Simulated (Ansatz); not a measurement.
A trial cell of TePt3, before relaxation:

```
Te Pt
1.0
     6.76070    0.00000    0.00000
    -3.38035    5.85494    0.00000
     0.00000    0.00000    5.27645
Te Pt
2 6
Direct
  0.66667 0.33333 0.25000
  0.33333 0.66667 0.75000
  0.83388 0.16612 0.75000
  0.33223 0.16612 0.75000
  0.83388 0.66777 0.75000
  0.16612 0.83388 0.25000
  0.66777 0.83388 0.25000
  0.16612 0.33223 0.25000
```

The calculation used Ansatz 0.2.0, DFT PBE, scalar-relativistic, plane waves, PAW. Cutoff 420 eV, Gaussian smearing, Γ-centred meshes. Cell and atoms relax first on a coarse mesh and then on a finer one. In between, the cell is made exact in the group found at 0.06 Å. In metals the finer mesh still leaves noise of several meV/atom or more. The steps can't lower the symmetry of their start. No spin polarisation.

A guess keeps its type if space group and coordination stay and the shape of the cell changes little (axis ratios within about 15 %, angles within 6°); the volume may change.

Problem. Does this structure survive the relaxation?

Solution. It keeps its type. The symmetry stays P6_3/mmc (No. 194). The end has the Ni3Sn (D0_19) type. The volume per atom shrinks by 32.7 %, from 26.1 to 17.6 Å³. The shortest distance goes from 3.28 Å (Pt–Pt) to 2.81 Å (Pt–Pt). The ratio c/a of the conventional cell changes by a factor of 1.13. Counting neighbours within 15 % of an atom's shortest distance, the start has Pt 12, Te 12 and the end Pt 12, Te 12.

Energies over the elements count from the elements' standard structures at the same level, with no fitted energy shifts.

Problem. At what energy does it end?

Solution. +0.12 eV/atom. A positive value: parting into the elements would lower its energy.

The last run used a 12×12×8 mesh (in the run's order of axes) for its 8-atom cell and Gaussian smearing of 0.10 eV. These runs have no spin–orbit coupling, which can matter for Pt and Te. The reference form of Te is held partly by dispersion forces, which this level lacks. Symmetry constrained the relaxation, so the result can be a saddle point. Another cell of TePt3 relaxed alike, in Im-3m, lies 140 meV/atom lower, so this cell isn't the stable form at this level.
